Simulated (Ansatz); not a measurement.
# Mechanical response of CaPd (Pm-3m)

```
Ca Pd
1.0
     3.46877    0.00000    0.00000
     0.00000    3.46877    0.00000
     0.00000    0.00000    3.46877
Ca Pd
1 1
Direct
  0.00000 0.00000 0.00000
  0.50000 0.50000 0.50000
```

The conventional cell has a = 3.469 Å, b = 3.469 Å, c = 3.469 Å, α = 90.00°, β = 90.00°, γ = 90.00°. Ca (atom 1) has 8 Pd at 3.00 Å as nearest neighbours. Pd (atom 2) is surrounded by 8 Ca at 3.00 Å.

Computed, not measured; unless marked otherwise by PBEsol, all-electron LAPW in Ansatz 0.2.0, scalar-relativistic. k mesh 12×12×12, Fermi-Dirac smearing of 0.080 eV, basis error target 1 meV/atom. The cell was relaxed by PAW under this functional. The structure is one entry of a database and needn't be the stable phase.

The cell is cubic and carries a residual pressure of -0.05 GPa at this level. Each strain component that symmetry leaves independent is applied at ±0.008 and ±0.016, the ions relax wherever a strain frees them, and the stress (tension positive, GPa) is read. Shears are engineering strains, γ = 2ε.

```
strain    size      σxx      σyy      σzz      σyz     σxz     σxy
    xx  -0.016  -1.3776  -0.8140  -0.8140   0.0000  0.0000  0.0000
    xx  -0.008  -0.6717  -0.3675  -0.3675   0.0000  0.0000  0.0000
    xx  +0.008   0.7700   0.4367   0.4367   0.0000  0.0000  0.0000
    xx  +0.016   1.4839   0.8015   0.8015   0.0000  0.0000  0.0000
    yz  -0.016   0.0285   0.0373   0.0373  -0.4907  0.0000  0.0000
    yz  -0.008   0.0433   0.0455   0.0455  -0.2454  0.0000  0.0000
    yz  +0.008   0.0433   0.0455   0.0455   0.2454  0.0000  0.0000
    yz  +0.016   0.0285   0.0373   0.0373   0.4907  0.0000  0.0000
```

The slope is [8(σ(+δ) − σ(−δ)) − (σ(+2δ) − σ(−2δ))]/(12δ), and the program imposes the crystal's symmetry on the matrix.

**Question.** What are the independent elastic constants?

**Answer.** C11 = 90.3, C12 = 50.2, C44 = 30.7 GPa.

**Question.** Do they meet the Born conditions?

**Answer.** C11 − C12 = 40.1, C11 + 2C12 = 190.7 and C44 = 30.7 GPa must all be positive, so the crystal is elastically stable; that says nothing yet of its phonons.

**Question.** What moduli does a random aggregate of grains have?

**Answer.** B = (C11 + 2C12)/3 = 63.6 GPa. G_V = (C11 − C12 + 3C44)/5 = 26.4 and G_R = 5(C11 − C12)C44/(4C44 + 3(C11 − C12)) = 25.3, so G_H = 25.9 GPa. Then E = 9BG/(3B + G) = 68.4 GPa, ν = (3B − 2G)/(6B + 2G) = 0.321 and B/G = 2.46, on the ductile side of Pugh's 1.75 (a rule of thumb).

**Question.** With the density of 5.828 g/cm³, how fast does sound travel, and what Debye temperature follows?

**Answer.** 

```csv
direction,slow (m/s),middle (m/s),fast (m/s)
[100],2294,2294,3937
[110],1856,2294,4161
[111],2012,2012,4234
```

The mean of v⁻³ over directions and branches gives v_m = 2353 m/s and θ_D = (ħ/k_B) v_m (6π²n)^(1/3) = 254 K, n being atoms per volume. Young's modulus spans 54 to 79 GPa over directions, and the universal anisotropy index is 0.22.

**Question.** How far do the constants move if PAW replaces LAPW in the same cell?

**Answer.** 

```csv
constant,LAPW (GPa),PAW (GPa),difference
C11,90.3,90.3,0.0
C12,50.2,50.2,0.0
C44,30.7,30.6,-0.1
```

**Question.** What happens at 20 GPa (cell relaxed there)?

**Answer.** The volume falls to 0.8164 of its value, and C11 = 129.6, C12 = 146.5, C44 = 55.7 GPa (slopes of the stress), in this structure whether or not another phase takes over. The matrix has a negative eigenvalue there, so the lattice is mechanically unstable at that pressure.

Keep in mind: responses of metals move with mesh and smearing; the frozen-core PAW files of the compared runs were fitted under PBE, their cores solved anew for this functional.
